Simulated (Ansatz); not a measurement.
A plane-wave DFT run in Ansatz 0.2.0 (scalar-relativistic PAW potentials unless the input names others): input and command.

```yaml
crystal:
  lattice:
    - [2.8621655562, 0.0, 0.0]
    - [0.0, 2.8621655562, 0.0]
    - [0.0, 0.0, 26.1554138905]
  atoms:
    - { symbol: Ni, position: [0.5, 0.5, 0.3249805198] }
    - { symbol: Al, position: [0.0, 0.0, 0.3796951109] }
    - { symbol: Ni, position: [0.5, 0.5, 0.4344097021] }
    - { symbol: Al, position: [0.0, 0.0, 0.4892465812] }
    - { symbol: Ni, position: [0.5, 0.5, 0.5461082211] }
    - { symbol: Al, position: [0.0, 0.0, 0.5974673309] }
    - { symbol: "N", position: [0.3333333333, 0.3333333333, 0.6455133235] }
basis:
  ecutwfc: 420
kpoints:
  mp_grid: { grid: [10, 10, 1] }
hamiltonian:
  xc: pbesol
scf:
  occupations: { method: gaussian, width: 0.1 }
  max_iter: 50
output:
  forces: true
  eigenvalues: true
  stress: true
efield:
  axis: 3
  dipole_correction: true
  ramp_width: 0.04
magnetization:
  spin_polarized: true
  initial_magnetization: 1
```

```bash
ansatz run input.yaml --threads 2 --pin off --max-ram 5120MiB --backend cpu --events-out ev --progress --plain --runs-dir out
```

Abridged log:
```
Pseudopotentials: kind: paw
Pseudopotential: Ni, paw, valence charge 18, recommended cutoff 420 eV (normal)
Pseudopotential: Al, paw, valence charge 3, recommended cutoff 420 eV (normal)
Pseudopotential: N, paw, valence charge 5, recommended cutoff 420 eV (normal)
Functional definition: PBEsol
Crystal: 7 atoms, lattice volume = 214.265 Å³
Basis set: ecut = 420 eV, 4187 PW (Γ), exchange–correlation on 40×40×360 points (8 copies of the dense FFT grid, shifted against one another)
Bands: 42, of which v1, the nominal top of the filled ones, is band 34 counted from 1 (33 counted from 0)
Symmetry: 2 space group operations
k-points: 31 of 100 (time reversal used)
Initial density: superposition of atomic densities (neutral atoms: chi_scale 0, normalization atom)
Starting moments: Σ|m| = 1 μB on 7 of 7 sites
Initial wavefunctions: pseudopotential atomic-orbital guess
Functional: x = pbesol(κ = 0.804, μ = 0.12345679), c = pbesol(β = 0.046)
SCF iter   1: F=—  HF=-19356.347640 eV  |F-HF|=—  |Δ(HF+E_count)|=         —  Δρ=2.02e-2 (↑2.02e-2 ↓1.76e-2) dr2=5.17e0  dr2_m=2.37e-1  M=1.000 μB ∫|m|=1.008 μB  β_m=1.00  ethr=3.10e-3  p=0.000 e·Å  D=2.77e-6 V/Å  ΔV_dip= 0.00 eV  dr2_dipole=9.42e-1  V_vac-E_F(+/−)=7.43/7.43 eV  ⟨swp⟩=13.6  Hψ=15390  notcnv=0  defer=2
Mixer restart at iter 1: flushing history
efield: sawtooth ramp at fractional position 0.9652 (placed from the atoms, in the widest stretch of the axis that holds none; the zero of the levels goes with the place), width 0.0400; the density the first Hamiltonian is built on has a dipole p = 0.000 e·Å; the dipole correction subtracts the counter field D = 2.77e-6 V/Å, which shifts the + side's vacuum level by  0.00 eV against the − side's; the planar-averaged density in the ramp window peaks in size at 2.9e-6 e/Å³
spin=Collinear: LDOS preconditioning applied to the charge; magnetization (m = ρ↑ − ρ↓) channel mixes plain (no charge-response kernel on spin).
SCF iter   2: F=—  HF=-19360.227555 eV  |F-HF|=—  |Δ(HF+E_count)|=         —  Δρ=1.26e-2 (↑1.11e-2 ↓1.26e-2) dr2=2.01e0  dr2_m=6.98e-2  M=0.759 μB ∫|m|=0.852 μB  β_m=0.30  ethr=3.10e-3  p=-0.036 e·Å  D=-3.00e-2 V/Å  ΔV_dip=0.79 eV  dr2_dipole=6.59e-1  V_vac-E_F(+/−)=7.13/6.34 eV  ⟨swp⟩=2.2  Hψ=4181  notcnv=0  defer=121
Mixer restart at iter 2: flushing history
density mixer auto → msr1: a metal under ldos (density of states about μ 1.90 of a free-electron gas's, 38 screened modes)
SCF iter   3: F=—  HF=-19362.953391 eV  |F-HF|=—  |Δ(HF+E_count)|=    2.73e0  Δρ=1.02e-2 (↑7.66e-3 ↓1.02e-2) dr2=1.02e0  dr2_m=4.99e-2  M=0.704 μB ∫|m|=0.795 μB  β_m=0.59  ethr=2.95e-3  p=-0.060 e·Å  D=-5.05e-2 V/Å  ΔV_dip=1.32 eV  dr2_dipole=3.57e-1  V_vac-E_F(+/−)=7.03/5.71 eV  ⟨swp⟩=2.1  Hψ=2984  notcnv=0  defer=121
SCF iter   4: F=—  HF=-19366.286841 eV  |F-HF|=—  |Δ(HF+E_count)|=    3.33e0  Δρ=6.58e-3 (↑6.58e-3 ↓5.30e-3) dr2=1.91e-1  dr2_m=2.09e-2  M=0.560 μB ∫|m|=0.634 μB  β_m=0.60  ethr=1.51e-3  p=-0.109 e·Å  D=-9.18e-2 V/Å  ΔV_dip=2.40 eV  dr2_dipole=4.29e-2  V_vac-E_F(+/−)=7.29/4.89 eV  ⟨swp⟩=3.5  Hψ=4914  notcnv=0  defer=126
SCF iter   5: F=—  HF=-19366.341971 eV  |F-HF|=—  |Δ(HF+E_count)|=   5.51e-2  Δρ=6.18e-3 (↑4.47e-3 ↓6.18e-3) dr2=1.35e-1  dr2_m=1.90e-2  M=0.484 μB ∫|m|=0.551 μB  β_m=0.67  ethr=2.80e-4  p=-0.118 e·Å  D=-1.00e-1 V/Å  ΔV_dip=2.62 eV  dr2_dipole=1.97e-2  V_vac-E_F(+/−)=7.45/4.83 eV  ⟨swp⟩=3.2  Hψ=5591  notcnv=0  defer=129
SCF iter   6: F=—  HF=-19366.392804 eV  |F-HF|=—  |Δ(HF+E_count)|=   5.08e-2  Δρ=2.11e-3 (↑2.11e-3 ↓1.99e-3) dr2=1.54e-2  dr2_m=6.69e-3  M=0.376 μB ∫|m|=0.429 μB  β_m=0.83  ethr=1.99e-4  p=-0.137 e·Å  D=-1.16e-1 V/Å  ΔV_dip=3.02 eV  dr2_dipole=2.85e-3  V_vac-E_F(+/−)=7.71/4.69 eV  ⟨swp⟩=2.1  Hψ=4537  notcnv=0  defer=129
SCF iter   7: F=—  HF=-19366.398368 eV  |F-HF|=—  |Δ(HF+E_count)|=   5.56e-3  Δρ=1.94e-3 (↑1.44e-3 ↓1.94e-3) dr2=3.48e-3  dr2_m=4.65e-3  M=0.312 μB ∫|m|=0.354 μB  β_m=0.92  ethr=2.26e-5  p=-0.134 e·Å  D=-1.13e-1 V/Å  ΔV_dip=2.96 eV  dr2_dipole=2.09e-4  V_vac-E_F(+/−)=7.64/4.68 eV  ⟨swp⟩=2.6  Hψ=4902  notcnv=0  defer=123
SCF iter   8: F=—  HF=-19366.400155 eV  |F-HF|=—  |Δ(HF+E_count)|=   1.79e-3  Δρ=1.95e-3 (↑1.95e-3 ↓1.29e-3) dr2=7.91e-3  dr2_m=2.38e-3  M=0.252 μB ∫|m|=0.283 μB  β_m=0.96  ethr=5.12e-6  p=-0.133 e·Å  D=-1.13e-1 V/Å  ΔV_dip=2.94 eV  dr2_dipole=7.31e-6  V_vac-E_F(+/−)=7.61/4.67 eV  ⟨swp⟩=2.8  Hψ=5234  notcnv=0  defer=123
   ...
SCF iter  13: F=—  HF=-19366.398719 eV  |F-HF|=—  |Δ(HF+E_count)|=   1.36e-5  Δρ=1.04e-4 (↑1.04e-4 ↓9.33e-5) dr2=1.85e-5  dr2_m=1.69e-5  M=0.138 μB ∫|m|=0.148 μB  β_m=0.89  ethr=1.57e-7  p=-0.134 e·Å  D=-1.13e-1 V/Å  ΔV_dip=2.96 eV  dr2_dipole=5.54e-6  V_vac-E_F(+/−)=7.65/4.69 eV  ⟨swp⟩=2.2  Hψ=4043  notcnv=0  defer=123
SCF iter  14: F=—  HF=-19366.398725 eV  |F-HF|=—  |Δ(HF+E_count)|=   5.56e-6  Δρ=3.70e-5 (↑3.70e-5 ↓2.51e-5) dr2=3.12e-6  dr2_m=1.22e-6  M=0.125 μB ∫|m|=0.134 μB  β_m=0.95  ethr=2.71e-8  p=-0.134 e·Å  D=-1.13e-1 V/Å  ΔV_dip=2.96 eV  dr2_dipole=1.36e-7  V_vac-E_F(+/−)=7.65/4.69 eV  ⟨swp⟩=3.0  Hψ=5254  notcnv=0  defer=123
SCF iter  15: F=—  HF=-19366.398726 eV  |F-HF|=—  |Δ(HF+E_count)|=   1.54e-6  Δρ=1.26e-5 (↑7.05e-6 ↓1.26e-5) dr2=5.29e-7  dr2_m=9.57e-8  M=0.122 μB ∫|m|=0.131 μB  β_m=0.97  ethr=4.59e-9  p=-0.134 e·Å  D=-1.13e-1 V/Å  ΔV_dip=2.96 eV  dr2_dipole=4.41e-9  V_vac-E_F(+/−)=7.65/4.69 eV  ⟨swp⟩=3.1  Hψ=5107  notcnv=0  defer=123
SCF iter  16: F=—  HF=-19366.398726 eV  |F-HF|=—  |Δ(HF+E_count)|=   2.70e-7  Δρ=9.79e-6 (↑9.79e-6 ↓7.81e-6) dr2=3.43e-7  dr2_m=4.59e-8  M=0.122 μB ∫|m|=0.130 μB  β_m=0.86  ethr=7.78e-10  p=-0.134 e·Å  D=-1.13e-1 V/Å  ΔV_dip=2.96 eV  dr2_dipole=2.94e-8  V_vac-E_F(+/−)=7.65/4.69 eV  ⟨swp⟩=2.3  Hψ=4387  notcnv=0  defer=123
SCF iter  17: F=—  HF=-19366.398726 eV  |F-HF|=—  |Δ(HF+E_count)|=   3.42e-8  Δρ=3.53e-6 (↑3.46e-6 ↓3.53e-6) dr2=6.35e-8  dr2_m=3.91e-9  M=0.121 μB ∫|m|=0.130 μB  β_m=0.72  ethr=5.05e-10  p=-0.134 e·Å  D=-1.13e-1 V/Å  ΔV_dip=2.96 eV  dr2_dipole=4.94e-9  V_vac-E_F(+/−)=7.65/4.69 eV  ⟨swp⟩=2.5  Hψ=4347  notcnv=0  defer=123
SCF iter  18: F=—  HF=-19366.398726 eV  |F-HF|=—  |Δ(HF+E_count)|=   5.71e-9  Δρ=1.27e-6 (↑1.27e-6 ↓1.07e-6) dr2=1.00e-8  dr2_m=6.67e-10  M=0.121 μB ∫|m|=0.129 μB  β_m=0.76  ethr=9.33e-11  p=-0.134 e·Å  D=-1.13e-1 V/Å  ΔV_dip=2.96 eV  dr2_dipole=3.01e-9  V_vac-E_F(+/−)=7.65/4.69 eV  ⟨swp⟩=2.4  Hψ=4205  notcnv=0  defer=123
SCF iter  19: F=—  HF=-19366.398726 eV  |F-HF|=—  |Δ(HF+E_count)|=  5.82e-10  Δρ=8.30e-7 (↑8.30e-7 ↓5.85e-7) dr2=5.27e-9  dr2_m=8.71e-11  M=0.121 μB ∫|m|=0.129 μB  β_m=0.88  ethr=1.47e-11  p=-0.134 e·Å  D=-1.13e-1 V/Å  ΔV_dip=2.96 eV  dr2_dipole=1.22e-9  V_vac-E_F(+/−)=7.65/4.69 eV  ⟨swp⟩=14.8  Hψ=13211  notcnv=0
SCF iter  20: F=-19366.398726 eV  HF=-19366.398726 eV  |F-HF|=1.06e-9  |Δ(HF+E_count)|=   2.12e-9  Δρ=3.52e-7 (↑1.58e-7 ↓3.52e-7) dr2=9.56e-10  dr2_m=2.49e-11  M=0.121 μB ∫|m|=0.129 μB  ethr=7.74e-12  p=-0.134 e·Å  D=-1.13e-1 V/Å  ΔV_dip=2.96 eV  dr2_dipole=2.70e-10  V_vac-E_F(+/−)=7.65/4.69 eV  ⟨swp⟩=3.6  Hψ=5478  notcnv=0
SCF 1 converged in 20 iterations: F = -19366.398726 eV  dr2 = 9.56e-10
SCF converged after 20 iterations
Magnetization: 0.1209 μB (34.0604 up, 33.9396 down)
Absolute magnetization: 0.1296 μB (∫|ρ↑−ρ↓|, with the PAW one-centre terms)
Spin contamination: 0.0092 ħ² per cell (⟨S²⟩ above its minimum at these occupations)
Per-site moments (μB) at R_I (Å): [(0.00942975, 1.02246708), (0.00028804, 1.02246708), (0.00206044, 1.02246708), (0.00048808, 1.02322939), (0.00651172, 1.00200157), (-0.00012125, 0.76057260), (0.07414779, 0.76057260)]
Free energy (F): -19366.398726 eV
Harris-Foulkes:  -19366.398726 eV  (|F-HF|=1.06e-9)
Internal energy: -19366.377139 eV  (E = F + TS)
E sigma→0 (E₀):  -19366.387933 eV
Entropy (-TS):   -0.021588 eV (-3.084 meV/atom)
Fermi energy:    0.936462 eV
Dipole field:    D = -0.113048 V/Å  (p = -0.133861 e·Å, saw-weighted, corrected)
Work function:   Φ+ = 7.6501 eV   Φ− = 4.6932 eV
Levels:          The Fermi level and band energies are counted from a zero that moves with the ramp; work functions are not
--- Forces (eV/Å), atoms counted from 1 ---
  atom   1  Ni     0.00502421     0.00502421     0.73562388
  atom   2  Al     0.00211323     0.00211323    -0.98237786
  atom   3  Ni    -0.02675313    -0.02675313     0.36236613
  atom   4  Al    -0.03624993    -0.03624993     0.05384129
  atom   5  Ni    -0.00170365    -0.00170365    -0.69320254
  atom   6  Al    -0.83746248    -0.83746248     2.63540166
  atom   7  N      0.89502700     0.89502700    -2.11166431
--- Stress (GPa, compression-positive) ---
       -2.690299       0.960020       0.969014
        0.960020      -2.690299       0.969014
        0.969014       0.969014      -2.293535
  P = ⅓ Tr σ = -2.5580 GPa (-25.580 kbar)
```

Apart from outputs and empty bands, the input differs from a reference run on usual settings in magnetization: not typed → {"spin_polarized": true, "initial_magnetization": 1}; scf.max_iter: not typed → 50. The reference, at the same geometry (not necessarily relaxed), gave pressure -2.56 GPa (averaged over a cell that holds vacuum), largest force 2.897 eV/Å, no gap on the mesh. This run converged in 20 SCF iterations (reference: 12) with an energy at zero smearing 0.11 meV/atom below the reference's, pressure -2.56 GPa (averaged over a cell that holds vacuum), largest force 2.889 eV/Å, no gap on the mesh.

It took 51 s on 2 threads of Intel(R) Xeon(R) Platinum 8259CL CPU @ 2.50GHz (Skylake/Cascade Lake), with other jobs on the host, peak memory 0.75 GiB.